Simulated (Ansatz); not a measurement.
NaCl₃:
```xyz
8
Lattice="5.3854 0.0000 0.0000 0.0000 5.3854 0.0000 0.0000 0.0000 5.3854" Properties=species:S:1:pos:R:3 pbc="T T T"
Na     2.6927     2.6927     2.6927
Na     0.0000     0.0000     0.0000
Cl     2.6927     0.0000     4.0391
Cl     2.6927     0.0000     1.3464
Cl     4.0391     2.6927     0.0000
Cl     1.3464     2.6927     0.0000
Cl     0.0000     4.0391     2.6927
Cl     0.0000     1.3464     2.6927
```

Relaxed with PBEsol. Special points in fractions of this cell's reciprocal vectors: Γ (0.000, 0.000, 0.000); X (0.000, 0.500, 0.000); M (0.500, 0.500, 0.000); R (0.500, 0.500, 0.500).

**Question.** List the band energies nearest the Fermi level at these points for PBEsol in the plane-wave PAW code Ansatz.

**Answer.** In eV from the Fermi level; about four levels below and three above (degenerate sets whole), none deeper than 8.9 eV; … stands for higher levels left out; points with the same levels are listed once.

```json
[
 {"k": "Γ", "below": "-0.81 -0.81 -0.81 -0.28 -0.28 -0.28", "above": "1.75 1.75 1.75"},
 {"k": "X", "below": "-0.65 -0.65 -0.07 -0.07", "above": "1.74 1.74 6.77 6.77"},
 {"k": "M", "below": "-0.55 -0.55 -0.06 -0.06", "above": "0.12 1.73 7.68 7.68"},
 {"k": "R", "below": "-0.59 -0.59 -0.59 -0.59", "above": "9.07 9.07 …"}
]
```

Space group Pm-3n (A15 (Cr3Si type)). The workflow started from a Materials Project entry (that database holds measured and hypothetical structures alike); the Crystallography Open Database copy checked does not list it. Its standing as an ambient phase is unchecked. Symmetry was held in the PBEsol relaxation. At this level the phase is mechanically unstable.

Potentials: the earlier of the program's two PAW sets. The files were generated under PBE; for other functionals the program regenerates the frozen cores, and for LDA and PBEsol the local potential too.
